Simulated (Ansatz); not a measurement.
## Electric field gradients in TlPd$_{3}$

Computed with Ansatz 0.2.0, DFT LDA, scalar-relativistic, plane waves, PAW. Plane waves to 420 eV; Γ-centred k mesh 14×14×14; Fermi-Dirac smearing of 0.15 eV. No spin polarisation.

Equilibrium structure at this level:
```
Tl Pd
1.0
    -2.03839    2.03839    3.76547
     2.03839   -2.03839    3.76547
     2.03839    2.03839   -3.76547
Tl Pd
1 3
Direct
  0.00000 0.00000 0.00000
  0.75000 0.25000 0.50000
  0.25000 0.75000 0.50000
  0.50000 0.50000 0.00000
```

In a metal these results depend on the k mesh and the smearing. Spin–orbit coupling is left out, which matters for gradients at heavy nuclei.

Question: Give V_zz (10²¹ V/m²) and the asymmetry η at each distinct site.

Answer:
```json
{"atom": "Tl (atom 1)", "V_zz": "-3.47", "η": "0.00"}
{"atom": "Pd (atom 2)", "V_zz": "3.00", "η": "0.00"}
{"atom": "Pd (atom 4)", "V_zz": "-3.86", "η": "0.00"}
```

Cost: 1 run of about 0.52 core-minutes, on Arm Neoverse V1 (shared hosts).